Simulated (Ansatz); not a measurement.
Si2W:
```cif
data_Si4W2
_chemical_formula_sum 'W2 Si4'
_space_group_name_H-M_alt 'I4/mmm'
_space_group_IT_number 139
_space_group_name_Hall '-I 4 2'
_cell_length_a 3.21123
_cell_length_b 3.21123
_cell_length_c 7.80484
_cell_angle_alpha 90.000
_cell_angle_beta 90.000
_cell_angle_gamma 90.000
loop_
_atom_site_label
_atom_site_type_symbol
_atom_site_symmetry_multiplicity
_atom_site_Wyckoff_symbol
_atom_site_fract_x
_atom_site_fract_y
_atom_site_fract_z
_atom_site_occupancy
W1 W 2 a 0.00000 0.00000 0.00000 1
Si1 Si 4 e 0.00000 0.00000 0.33481 1
```
(The calculation used a cell of 3 atoms; values per cell refer to that cell.)

Relaxed with r²SCAN (plane waves, PAW; program Ansatz). Indices refer to the conventional cell of I4/mmm, a = 3.211 Å, b = 3.211 Å, c = 7.805 Å, α = 90.00°, β = 90.00°, γ = 90.00°.

Q: Simulate the powder diffraction pattern (Cu Kα, λ = 1.54184 Å; lines above 1 %) up to 2θ = 90°.

A: Simulated powder pattern, Cu Kα, λ = 1.54184 Å (kinematic, ideal powder, no thermal factors, no anomalous dispersion; the 30 strongest lines at most, above 1 %, up to 2θ = 90°):

```
2θ (°)  d (Å)  I/Imax (%)    hkl
------  -----  ----------  -----
22.79   3.902          49  (002)
30.09   2.970         100  (101)
39.69   2.271          59  (110)
44.84   2.021          84  (103)
46.26   1.963          33  (112)
46.54   1.951         7.9  (004)
57.39   1.606          20  (200)
62.56   1.485          14  (202)
62.79   1.480          13  (114)
66.16   1.412          23  (211)
66.61   1.404          12  (105)
72.69   1.301         5.1  (006)
75.64   1.257          37  (213)
76.90   1.240         7.5  (204)
85.53   1.135         6.9  (220)
86.16   1.129          14  (116)
```

Symmetry was held in the r²SCAN relaxation. The run is not spin-polarised. Spin–orbit coupling is left out wherever it is not named.

Potentials: the later of the program's two PAW sets.
